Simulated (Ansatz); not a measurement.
Ansatz run, Al2W

Input file of Ansatz 0.2.0:

```yaml
crystal:
  lattice:
    - [4.70168949, 0.0, 0.0]
    - [-2.35084474, 4.07178683, 0.0]
    - [0.0, 0.0, 6.54927044]
  atoms:
    - { symbol: W, position: [0.5, 0.5, 0.1667] }
    - { symbol: W, position: [0.0, 0.5, 0.83337] }
    - { symbol: W, position: [0.5, 0.0, 0.50003] }
    - { symbol: Al, position: [0.8382, 0.1618, 0.1667] }
    - { symbol: Al, position: [0.6764, 0.8382, 0.83337] }
    - { symbol: Al, position: [0.8382, 0.6764, 0.50003] }
    - { symbol: Al, position: [0.1618, 0.8382, 0.1667] }
    - { symbol: Al, position: [0.3236, 0.1618, 0.83337] }
    - { symbol: Al, position: [0.1618, 0.3236, 0.50003] }
  symmetry: { tolerance: 0.0003 }
kpoints:
  mp_grid: { grid: [8, 8, 5], shift: [0, 0, 0] }
  band_path:
    path:
      - [0.0, 0.0, 0.0]
      - [0.5, 0.0, 0.0]
      - [0.33333333, 0.33333333, 0.0]
      - [0.0, 0.0, 0.0]
      - [0.0, 0.0, 0.5]
      - [0.5, 0.0, 0.5]
      - [0.33333333, 0.33333333, 0.5]
      - [0.0, 0.0, 0.5]
      - [0.5, 0.0, 0.5]
      - [0.5, 0.0, 0.0]
      - [0.33333333, 0.33333333, 0.5]
    npoints: 6
magnetization:
  spin_polarized: false
scf:
  occupations: { method: fermi_dirac }
  lower_state_search: "off"
  max_iter: 200
hamiltonian:
  pseudopotentials: { kind: paw }
  xc: r2scan
basis:
  ecutwfc: 500
  fft_grid_basis: typed
output:
  forces: true
  stress: true
  eigenvalues: true
  bader: true
  populations: true
  elf: true
  write_potential: true
  volumetric_format: npy
  dos:
    e_range: [-12, 8]
    de: 0.05
    projected: { site_lists: { Al: [Al], W: [W] } }
checkpoint:
  read: saved_state
```

The saved state is an earlier solution for the same cell, perhaps on another mesh. 

Excerpt of what it printed:

```
SCF iter   1: F=-34433.9769 eV  Δρ=9.50e-4  dr2=5.50e-4  dr2_τ=1.40e-3
SCF iter   2: F=-34433.9771 eV  Δρ=5.08e-4  dr2=1.43e-4  dr2_τ=1.03e-4
SCF iter   3: F=-34433.9772 eV  Δρ=1.01e-4  dr2=1.35e-5  dr2_τ=2.22e-6
SCF iter   4: F=-34433.9772 eV  Δρ=2.47e-5  dr2=2.54e-7  dr2_τ=2.69e-7
SCF iter   5: F=-34433.9772 eV  Δρ=2.76e-6  dr2=8.40e-9  dr2_τ=8.79e-10
Free energy (F): -34433.9772 eV
Harris-Foulkes:  -34433.9772 eV  (|F-HF|=2.75e-9)
Internal energy: -34433.7882 eV  (E = F + TS)
E sigma→0 (E₀):  -34433.8827 eV
Entropy (-TS):   -0.1889 eV (-20.993 meV/atom)
Fermi energy:    14.0272 eV
--- Forces (eV/Å), atoms counted from 1 ---
  atom   1  W      0.0000     0.0000     0.0000
  atom   2  W      0.0000     0.0000     0.0000
  atom   3  W      0.0000     0.0000     0.0000
  atom   4  Al    -0.5758     0.3325     0.0000
  atom   5  Al    -0.5758    -0.3325     0.0000
  atom   6  Al     0.0000    -0.6649     0.0000
  atom   7  Al     0.5758    -0.3325     0.0000
  atom   8  Al     0.5758     0.3325     0.0000
  atom   9  Al     0.0000     0.6649     0.0000
--- Stress (GPa, compression-positive) ---
       16.4281       0.0000       0.0000
        0.0000      16.4281       0.0000
        0.0000       0.0000      20.6438
  P = ⅓ Tr σ = 17.8333 GPa (178.333 kbar)
--- Bader charges: 9 sites ---
  site symbol  charge [e]  shift [e]
     0      W     -3.4520     0.0043
     1      W     -3.4520     0.0043
     2      W     -3.4520     0.0043
     3     Al      1.7260     0.0021
     4     Al      1.7260     0.0021
     5     Al      1.7260     0.0021
     6     Al      1.7260     0.0021
     7     Al      1.7260     0.0021
     8     Al      1.7260     0.0021
```

Origin: a database entry at a rescaled volume. Caveats: atoms or cell far from equilibrium.
